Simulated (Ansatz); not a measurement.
The elements of this relaxed trial crystal are hidden behind letters.

```
lattice vectors (Å)
   0.0000    4.3124    4.3124
   4.3124    0.0000    4.3124
   4.3124    4.3124    0.0000
fractional positions
X 0.0000 0.0000 0.0000
Z 0.5000 0.5000 0.5000
Z 0.2500 0.2500 0.2500
Z 0.7500 0.7500 0.7500
Q 0.7307 0.2693 0.2693
Q 0.2693 0.7307 0.2693
Q 0.2693 0.7307 0.7307
Q 0.7307 0.2693 0.7307
Q 0.2693 0.2693 0.7307
Q 0.7307 0.7307 0.2693
```

Method: DFT PBE, scalar-relativistic, plane waves, PAW in Ansatz 0.2.0. The final run on the 10-atom cell used 420 eV, a Γ-centred 8×8×8 mesh, 0.10 eV smearing and no spin polarisation.

```
Space group                               : Fm-3m (No. 225)
Conventional cell                         : a = 8.625 Å
Volume per atom                           : 16.04 Å³
Density                                   : 6.21 g/cm³
Energy over the elements                  : −1.20 eV/atom
Gap on the 8×8×8 mesh of the 10-atom cell : 0 eV (a metal)
```

Energies are uncorrected and count from the elements' standard states at the same level.

Q: X is a lanthanide, Z is a p-block element of period 5 and Q is a p-block element of period 2. Which elements are they?

A: X = La, Z = Sb, Q = O, so the formula is LaSb3O6. Density times volume gives a mean mass of 6.21 × 16.04/1.6605 = 60.0 u per atom, and this set has 60.0 u. Around La lie 6 O at 2.32 Å and 8 Sb at 3.73 Å; Sb on a site of symmetry m-3m is surrounded by 6 O at 1.99 Å; O has 1 Sb at 1.99 Å, 1 La at 2.32 Å, 4 O at 2.81 Å and 4 Sb at 3.05 Å; 1 more site not described. Other sets within the hints have nearly the same mass, so mass alone doesn't settle it; this one was computed.

Spin–orbit coupling, which can matter for Sb, is left out. A structure relaxed within its symmetry needn't be a true minimum.
